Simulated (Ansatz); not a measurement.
Theory: DFT PBE, scalar-relativistic, plane waves, PAW (Ansatz). All cells share a 420 eV cutoff and Γ-centred k meshes spaced at most about 0.3 Å⁻¹ (about 0.25 or finer for metals, 2π included). Collinear spin in cells that started with moments and kept them past the coarse steps, no spin elsewhere.

These are static total energies at zero pressure. All come from trial cells, and lower structures may exist.

Problem. Which of these relaxed structures of AlCoC4N4 is the lowest in energy?
1.

```xyz
10
Lattice="5.8147 0.0000 0.0000 0.0000 5.8147 0.0000 0.0000 0.0000 5.8147" Properties=species:S:1:pos:R:3 pbc="T T T"
Al    0.0000    0.0000    0.0000
Co    2.9073    2.9073    2.9073
C     1.1350    1.1350    1.1350
C     1.1350    4.6797    4.6797
C     4.6797    1.1350    4.6797
C     4.6797    4.6797    1.1350
N     1.8101    1.8101    1.8101
N     1.8101    4.0046    4.0046
N     4.0046    1.8101    4.0046
N     4.0046    4.0046    1.8101
```

2.

```xyz
10
Lattice="5.6517 0.0000 0.0000 0.0000 5.6517 0.0000 0.0000 0.0000 5.6517" Properties=species:S:1:pos:R:3 pbc="T T T"
Al    2.8258    2.8258    2.8258
Co    0.0000    0.0000    0.0000
C     1.0823    1.0823    1.0823
C     1.0823    4.5694    4.5694
C     4.5694    1.0823    4.5694
C     4.5694    4.5694    1.0823
N     1.7633    1.7633    1.7633
N     1.7633    3.8884    3.8884
N     3.8884    1.7633    3.8884
N     3.8884    3.8884    1.7633
```

Solution. 2. It has space group P-43m (No. 215); the next, 1, with space group P-43m (No. 215), lies 182 meV/atom higher. Largest moments: 2 1.4 μB, 1 1.8 μB. The shortest distance is 1.18 Å (C–N) in the lowest and 1.17 Å (C–N) in the next. Even the lowest lies +0.10 eV/atom against the elements.

In such compounds of Co a zero gap at this level may well be an artefact, since no Hubbard U is applied. Another magnetic order may lie lower. Cells relaxed within their symmetry can be saddle points. Some types were kept out of the candidates beforehand, so the set may lack a known form.
